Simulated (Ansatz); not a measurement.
MgO (rock salt)

```
MgO
1.0
    0.00000     2.10706     2.10706
    2.10706     0.00000     2.10706
    2.10706     2.10706     0.00000
O Mg
1 1
Direct
  0.00000   0.00000   0.00000
  0.50000   0.50000   0.50000
```

E(V) scan at fixed shape, V₀ the volume above. Symmetry pins the atoms to their sites.

All values below come from PBEsol (plane waves to 420 eV, PAW, scalar-relativistic; Ansatz, a program for electronic structure). k mesh 14×14×14 (Γ-centred), Fermi-Dirac smearing 0.05 eV. The energy includes the smearing's −TS. Compression counts positive. MgO was relaxed with its symmetry unable to fall. ΔE is measured from the relaxed starting cell.

Problem. Estimate the ΔE (kJ/mol of atoms) and P (GPa) for V/V₀ = 0.840, 0.920, 0.960, 1.040, 1.080, 1.160.

Solution. 
| V/V₀ | ΔE (kJ/mol of atoms) | P (GPa) |
|---|---|---|
| 0.840 | 15.28 | 39.4 |
| 0.920 | 3.27 | 15.6 |
| 0.960 | 0.76 | 7.0 |
| 1.040 | 0.66 | -5.7 |
| 1.080 | 2.49 | -10.3 |
| 1.160 | 8.80 | -17.2 |

(Under strain, the slope of the energy per volume gives the stress and its curvature an elastic modulus.)
